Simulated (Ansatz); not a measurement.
Relaxation of a generated trial cell of AlNi in the AFLOW prototype AB_oP8_62_c_c (B16, as in GeS); 8 atoms in the cell, which starts as Pnma (No. 62), oP8; a = 8.8443 Å, b = 3.0896 Å, c = 3.6413 Å, α = 90.00°, β = 90.00°, γ = 90.00°. The numbers are results of PBE (plane waves to 420 eV, PAW, scalar-relativistic; Ansatz, a first-principles code), not measurements. Γ-centred k-mesh 4×11×9 on the run's cell (coarser than for final values), Fermi–Dirac smearing 0.05 eV. This is the first round of the run. Spin-polarised start, with parallel moments on Ni.

The optimiser's lines from the output (shortened; P is positive under compression):

```
relax step   1: F+E_penalty+E_count = -25508.01953668 eV  Δ(F+E_penalty+E_count) = +0.000e0 eV  max|allowed force component| = 2.806e0 eV/Å  Δτ_max = 0.0000 Å  P = +21.665 GPa  Ω = 99.499 Å³  (15 SCF iters, dr2 threshold 1.00e-7 eV, accepted)
relax step   2: F+E_penalty+E_count = -25509.73386014 eV  Δ(F+E_penalty+E_count) = -1.714e0 eV  max|allowed force component| = 1.243e0 eV/Å  Δτ_max = 0.1413 Å  P = +9.183 GPa  Ω = 103.000 Å³  (10 SCF iters, dr2 threshold 8.00e-7 eV, accepted)
relax step   3: F+E_penalty+E_count = -25510.77065465 eV  Δ(F+E_penalty+E_count) = -1.037e0 eV  max|allowed force component| = 5.013e-1 eV/Å  Δτ_max = 0.1005 Å  P = +2.436 GPa  Ω = 104.398 Å³  (10 SCF iters, dr2 threshold 8.00e-7 eV, accepted)
relax step   4: F+E_penalty+E_count = -25511.22961895 eV  Δ(F+E_penalty+E_count) = -4.590e-1 eV  max|allowed force component| = 3.064e-1 eV/Å  Δτ_max = 0.0912 Å  P = -0.272 GPa  Ω = 104.620 Å³  (10 SCF iters, dr2 threshold 8.00e-7 eV, accepted)
relax step   5: F+E_penalty+E_count = -25511.35715857 eV  Δ(F+E_penalty+E_count) = -1.275e-1 eV  max|allowed force component| = 3.398e-1 eV/Å  Δτ_max = 0.1541 Å  P = +0.337 GPa  Ω = 103.824 Å³  (10 SCF iters, dr2 threshold 8.00e-7 eV, accepted)
relax step   6: F+E_penalty+E_count = -25511.52359849 eV  Δ(F+E_penalty+E_count) = -1.664e-1 eV  max|allowed force component| = 3.296e-1 eV/Å  Δτ_max = 0.1189 Å  P = +0.741 GPa  Ω = 104.700 Å³  (10 SCF iters, dr2 threshold 8.00e-7 eV, accepted)
relax step   7: F+E_penalty+E_count = -25511.70403964 eV  Δ(F+E_penalty+E_count) = -1.804e-1 eV  max|allowed force component| = 2.758e-1 eV/Å  Δτ_max = 0.1347 Å  P = -0.817 GPa  Ω = 105.107 Å³  (10 SCF iters, dr2 threshold 8.00e-7 eV, accepted)
relax step   8: F+E_penalty+E_count = -25511.64620461 eV  Δ(F+E_penalty+E_count) = +5.784e-2 eV  max|allowed force component| = 8.582e-1 eV/Å  Δτ_max = 0.1773 Å  P = -3.916 GPa  Ω = 105.837 Å³  (11 SCF iters, dr2 threshold 8.00e-7 eV, rejected (line search))
relax step   9: F+E_penalty+E_count = -25511.87694122 eV  Δ(F+E_penalty+E_count) = -1.729e-1 eV  max|allowed force component| = 2.134e-1 eV/Å  Δτ_max = 0.0980 Å  P = -2.018 GPa  Ω = 105.118 Å³  (16 SCF iters, accepted)
relax step  10: F+E_penalty+E_count = -25512.05746794 eV  Δ(F+E_penalty+E_count) = -1.805e-1 eV  max|allowed force component| = 2.501e-1 eV/Å  Δτ_max = 0.1000 Å  P = -2.917 GPa  Ω = 104.435 Å³  (10 SCF iters, dr2 threshold 8.00e-7 eV, accepted)
relax step  11: F+E_penalty+E_count = -25512.34703914 eV  Δ(F+E_penalty+E_count) = -2.896e-1 eV  max|allowed force component| = 1.642e-1 eV/Å  Δτ_max = 0.1500 Å  P = -1.151 GPa  Ω = 101.579 Å³  (11 SCF iters, dr2 threshold 8.00e-7 eV, accepted)
relax step  12: F+E_penalty+E_count = -25512.45516011 eV  Δ(F+E_penalty+E_count) = -1.081e-1 eV  max|allowed force component| = 3.794e-2 eV/Å  Δτ_max = 0.1220 Å  P = +0.284 GPa  Ω = 100.244 Å³  (10 SCF iters, dr2 threshold 8.00e-7 eV, accepted)
relax step  13: F+E_penalty+E_count = -25512.45454431 eV  Δ(F+E_penalty+E_count) = +6.158e-4 eV  max|allowed force component| = 3.218e-2 eV/Å  Δτ_max = 0.0084 Å  P = -1.011 GPa  Ω = 101.203 Å³  (7 SCF iters, dr2 threshold 8.00e-7 eV, rejected (line search))
relax step  14: F+E_penalty+E_count = -25512.45743438 eV  Δ(F+E_penalty+E_count) = -2.274e-3 eV  max|allowed force component| = 2.508e-2 eV/Å  Δτ_max = 0.0089 Å  P = +0.112 GPa  Ω = 100.463 Å³  (12 SCF iters, accepted)
relax step  15: F+E_penalty+E_count = -25512.45775991 eV  Δ(F+E_penalty+E_count) = -3.255e-4 eV  max|allowed force component| = 3.651e-3 eV/Å  Δτ_max = 0.0021 Å  P = -0.008 GPa  Ω = 100.505 Å³  (6 SCF iters, dr2 threshold 3.77e-7 eV, accepted)
relax step  16: F+E_penalty+E_count = -25512.45776855 eV  Δ(F+E_penalty+E_count) = -8.637e-6 eV  max|allowed force component| = 6.955e-4 eV/Å  Δτ_max = 0.0003 Å  P = -0.001 GPa  Ω = 100.502 Å³  (8 SCF iters, dr2 threshold 3.65e-9 eV, accepted)
relax step  17: F+E_penalty+E_count = -25512.48714590 eV  Δ(F+E_penalty+E_count) = -2.938e-2 eV  max|allowed force component| = 3.439e-3 eV/Å  Δτ_max = 0.0000 Å  P = +0.577 GPa  Ω = 100.502 Å³  stress off target by 1.52e0 GPa  SCF on the basis re-selected at this cell (its energy is not comparable with the rows above)  (13 SCF iters)
relax step  18: F+E_penalty+E_count = -25512.49024942 eV  Δ(F+E_penalty+E_count) = -3.104e-3 eV  max|allowed force component| = 6.807e-3 eV/Å  Δτ_max = 0.0021 Å  P = +0.024 GPa  Ω = 100.876 Å³  (7 SCF iters, dr2 threshold 8.00e-7 eV, accepted)
relax step  19: F+E_penalty+E_count = -25512.49034140 eV  Δ(F+E_penalty+E_count) = -9.198e-5 eV  max|allowed force component| = 1.550e-3 eV/Å  Δτ_max = 0.0004 Å  P = -0.015 GPa  Ω = 100.906 Å³  (7 SCF iters, dr2 threshold 5.59e-8 eV, accepted)
relax step  20: F+E_penalty+E_count = -25512.49034815 eV  Δ(F+E_penalty+E_count) = -6.757e-6 eV  max|allowed force component| = 2.720e-4 eV/Å  Δτ_max = 0.0002 Å  P = +0.003 GPa  Ω = 100.893 Å³  (7 SCF iters, dr2 threshold 2.04e-9 eV, accepted)
relax step  21: F+E_penalty+E_count = -25512.49048200 eV  Δ(F+E_penalty+E_count) = -1.338e-4 eV  max|allowed force component| = 2.415e-4 eV/Å  Δτ_max = 0.0000 Å  P = +0.001 GPa  Ω = 100.893 Å³  stress off target by 3.44e-3 GPa  SCF on the basis re-selected at this cell (its energy is not comparable with the rows above)  (11 SCF iters)
```

From the first to the last row the energy changes by -0.56 eV/atom and the volume by +1.4 %. The last row is marked as not comparable with the walk above it, whose basis was carried along; it does compare with step 1, since both stand on a basis selected at the nominal cutoff for their own cell.

Steps 8, 13 were rejected by the optimiser.

Later rounds, restarted from the end of this one on a renewed k-mesh, logged 6 more steps and released under 0.01 eV/atom more. The final structure after all rounds: Pmmn, origin choice 1 (No. 59), oP4; a = 2.735 Å, b = 3.621 Å, c = 5.093 Å, α = β = γ = 90.00°. Between re-selections the logged energies stand on a plane-wave basis carried along with the cell. No spin polarisation in the result: the starting moments vanished. A magnetic state may lie lower.

The run could not lose the symmetry of its start; a randomly shaken copy of 8 atoms returns to this structure.

The relaxed structure here is a generated cell of AlNi: the first start was made by placing the elements on the sites of a structure type, and the end was not matched to a known phase here, so it may be hypothetical. Known forms of AlNi include space group No. 221.
